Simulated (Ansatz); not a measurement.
Crystals of one structure type (zinc blende), relaxed and computed with DFT-HSE06 in the program Ansatz with PAW potentials.

```tsv
crystal	a (Å)	gap (eV)	B₀ by P(V) fit (GPa)
InP	5.902	1.38	69.4
GaSb	6.139	0.74	53.8
InAs	6.108	0.36	58.3
InSb	[?]	[?]	[?]
```

**Question.** Complete the blanks.

**Answer.** 
- InSb, a (Å): 6.547
- InSb, gap (eV): 0.29
- InSb, B₀ by P(V) fit (GPa): 44.4

All cells were relaxed under the symmetry of their starts (and spin orders); stability against distortions was not tested throughout. Spin–orbit coupling is left out wherever it is not named.

Potentials: the later of the program's two PAW sets.
